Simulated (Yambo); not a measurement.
Yambo run on NH₄Br (space group P-43m, No. 215). The wavefunctions are norm-conserving PBEsol (Quantum ESPRESSO, 84 Ry, with spin-orbit coupling) ones on a 4×4×4 mesh (16 occupied bands); a = 4.0001 Å, b = 4.0001 Å, c = 4.0001 Å, α = 90.00°, β = 90.00°, γ = 90.00°.

Yambo input:

```
rim_cut
gw0
dyson
el_el_corr
HF_and_locXC
ppa
em1d
RandQpts= 1000000
RandGvec= 1 Ry
EXXRLvcs= 84 Ry
VXCRLvcs= 336 Ry
Chimod= "HARTREE"
% BndsRnXp
 1 | 176 |
%
NGsBlkXp= 7 Ry
% LongDrXp
 1.0 | 1.0 | 1.0 |
%
PPAPntXp= 27.2114 eV
% GbndRnge
 1 | 176 |
%
GTermKind= "none"
DysSolver= "n"
ExtendOut
% QPkrange
 1 | 1 | 16 | 17 |
%
```

k points by index: 1 = Γ.

Resulting energies as the program prints them:

```
#    K-point    Band    Eo [eV]    E [eV]    E-Eo [eV]    Vxc [eV]    Vnlxc [eV]    Sc|Eo [eV]    Sc|E [eV]    dSc/dw|Eo [eV]    Re(Z)    Im(Z)
#
    1    16    0.000000    -1.397405    -1.397405    -12.96316    -16.60550    1.936895    2.244937    -5.997991    0.819387    -0.001225
    1    17    4.007086    4.936514    0.929428    -9.316179    -5.072457    -3.153897    -3.314294    -4.695557    0.852835    -0.997370E-3
```
(The two width columns are left out.) Convergence of these settings isn't established.

Geometry of the Materials Project entry, not relaxed at this level.
